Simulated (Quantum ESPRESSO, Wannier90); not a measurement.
Wannierisation of Mg(AlC)2 (P-3m1)

Materials Project entry mp-9514; symmetrised, unrelaxed at this level. Not found in the COD (Crystallography Open Database) copy used; not checked further. Method: PBEsol plane waves in Quantum ESPRESSO 7.5 (PseudoDojo norm-conserving files, 68 Ry, no spin polarisation, no spin-orbit coupling), Bloch states on a 6×6×4 mesh through Γ, Wannier90 4.0.1. Density: 12×12×6 mesh, cold smearing 0.01 Ry.

```
begin unit_cell_cart
ang
    3.3906499847    0.0000000000    0.0000000000
   -1.6953249923    2.9363890221    0.0000000000
    0.0000000000    0.0000000000    5.8237200000
end unit_cell_cart
mp_grid = 6 6 4
```

Q: Which shells of neighbouring k-points and which b-vectors and weights does Wannier90 pick for this cell and mesh?

A: 
```
 *---------------------------------- K-MESH ----------------------------------*
 +----------------------------------------------------------------------------+
 |                    Distance to Nearest-Neighbour Shells                    |
 |                    ------------------------------------                    |
 |          Shell             Distance (Ang^-1)          Multiplicity         |
 |          -----             -----------------          ------------         |
 |             1                   0.269724                      2            |
 |             2                   0.356628                      6            |
 |             3                   0.447140                     12            |
 |             4                   0.539448                      2            |
 |             5                   0.617697                      6            |
 |             6                   0.646674                     12            |
 |             7                   0.674018                     12            |
 |             8                   0.713255                      6            |
       ... (lines left out)
 +----------------------------------------------------------------------------+
 | The b-vectors are chosen automatically                                     |
 | The following shells are used:                       1,  2                 |
 +----------------------------------------------------------------------------+
 |                        Shell   # Nearest-Neighbours                        |
 |                        -----   --------------------                        |
 |                          1               2                                 |
 |                          2               6                                 |
 +----------------------------------------------------------------------------+
 | Completeness relation is fully satisfied [Eq. (B1), PRB 56, 12847 (1997)]  |
 +----------------------------------------------------------------------------+
 |                  b_k Vectors (Ang^-1) and Weights (Ang^2)                  |
 |                  ----------------------------------------                  |
 |            No.         b_k(x)      b_k(y)      b_k(z)        w_b           |
 |            ---        --------------------------------     --------        |
 |             1         0.000000    0.000000    0.269724     6.872761        |
 |             2         0.000000    0.000000   -0.269724     6.872761        |
 |             3         0.000000    0.356628    0.000000     2.620889        |
 |             4         0.308849    0.178314    0.000000     2.620889        |
 |             5         0.000000   -0.356628    0.000000     2.620889        |
 |             6         0.308849   -0.178314    0.000000     2.620889        |
 |             7        -0.308849   -0.178314    0.000000     2.620889        |
 |             8        -0.308849    0.178314    0.000000     2.620889        |
```
